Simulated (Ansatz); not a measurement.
Here is the system:

GaN:
```yaml
crystal:
  lattice:
    - [0.00000, 2.24909, 2.24909]
    - [2.24909, 0.00000, 2.24909]
    - [2.24909, 2.24909, 0.00000]
  atoms:
    - { symbol: N, position: [0.75000, 0.75000, 0.75000] }
    - { symbol: Ga, position: [0.00000, 0.00000, 0.00000] }
```

This is the PBEsol-relaxed structure.

### Question
All from PBEsol (plane waves, PAW; program Ansatz), unless another level is named. Give the HSE06 gap on the PBEsol cell.

### Answer
3.00 eV.

### Question
Next, the band gap?

### Answer
1.70 eV (direct).

### Question
And the weight of the conduction-edge state by species (Voronoi cells)?

### Answer
N 51 %, Ga 49 %.

Space group F-43m (zinc blende). Symmetry was held in the PBEsol relaxation. Scalar-relativistic: spin–orbit coupling is off unless named, which matters more the heavier the elements.

Potentials: the later of the program's two PAW sets.
